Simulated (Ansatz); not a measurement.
TiSiO in space group P4/nmm (No. 129; Ti on 2c, Si on 2a, O on 2c) at seven volumes, the program Ansatz at the PBE level (PAW), shape and atoms relaxed at each. One row is withheld.

```json
[
 {"V (Å³/atom)": "10.787", "P (GPa)": "?"},
 {"V (Å³/atom)": "11.143", "P (GPa)": "11.59"},
 {"V (Å³/atom)": "11.498", "P (GPa)": "5.31"},
 {"V (Å³/atom)": "11.854", "P (GPa)": "0.00"},
 {"V (Å³/atom)": "12.209", "P (GPa)": "-4.47"},
 {"V (Å³/atom)": "12.565", "P (GPa)": "-8.20"},
 {"V (Å³/atom)": "12.921", "P (GPa)": "-11.28"}
]
```

Fit the shown pressures and predict the withheld one.

Third-order Birch–Murnaghan: P = (3/2)B₀(x^(7/2) − x^(5/2))[1 + (3/4)(B′ − 4)(x − 1)] with x = (V₀/V)^(2/3). Least squares on the six rows gives V₀ = 11.853 Å³/atom, B₀ = 161.6 GPa, B′ = 4.88. At V = 10.787, x = 1.0648 and P = 19.18 GPa. The run itself gave 19.01 GPa.

The start of the workflow was typed in or built on a structure type; neither database checked (COD, Materials Project) lists it. Whether it is the stable phase at ambient conditions was not checked. The cell was relaxed with PBE under the symmetry of its start; its stability against distortions is not shown here. The workflow began spin-polarised and lost its moments.

Potentials: the earlier of the program's two PAW sets.
